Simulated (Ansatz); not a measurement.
**Ba3AlN3 — quadrupolar parameters**

The cell is a computed structure from the Materials Project (it need not be an observed phase), atoms as given.

Space group P6_3/m (No. 176); a = 8.3847, c = 5.6100 Å, γ = 120.00°.

| site | Wyckoff | site symmetry | x | y | z |
| --- | --- | --- | --- | --- | --- |
| Ba | 6h | m.. | 0.9423 | 0.6367 | 0.2500 |
| Al | 2c | -6.. | 0.6667 | 0.3333 | 0.7500 |
| N | 6h | m.. | 0.8754 | 0.5657 | 0.7500 |

One atom of each set is listed.

All values are calculated (Ansatz; DFT, r2SCAN, plane waves and PAW, scalar-relativistic, 500 eV cutoff, Γ-centred 4×4×5 k-points, Fermi–Dirac smearing 0.02 eV), not measured.

C_Q = eQV_zz/h, which is 24.18 MHz for Q = 1 b and V_zz = 10²¹ V/m²; η = (V_xx − V_yy)/V_zz.

¹³⁷Ba: I = 3/2, Q = 236.0 mb; 27Al: I = 5/2, Q = 146.6 mb; 14N: I = 1, Q = 20.44 mb. Q values from Pyykkö, Mol. Phys. 116, 1328 (2018).

```csv
site,atoms,first shell,V_zz (10²¹ V/m²),η,C_Q (MHz)
Ba,6,4 N at 2.71–2.86 Å,18.01,0.41,103
Al,2,3 N at 1.86 Å,6.78,0.00,24.0
N,6,1 Al at 1.86 Å; also 4 Ba at 2.71–2.86 Å,-1.93,0.40,-0.956
```

An axis of threefold or higher order runs through Al, so V_zz lies along it and η is zero.

Without spin–orbit coupling (the program notes it for Ba) the gradients can shift somewhat, as the gap is small. With these PAW files V_zz is typically within 2 to 3 % of all-electron values, but misses above 10 % occur on Al.

The run took 1.9 min of wall time (1.9 min of CPU time) and 1.5 GiB at its peak, on 1 thread of Arm Neoverse N1 (aarch64; 8 cores open to the job, memory cap 2.5 GiB, no GPU), a shared host with a load of 0.3 a core.
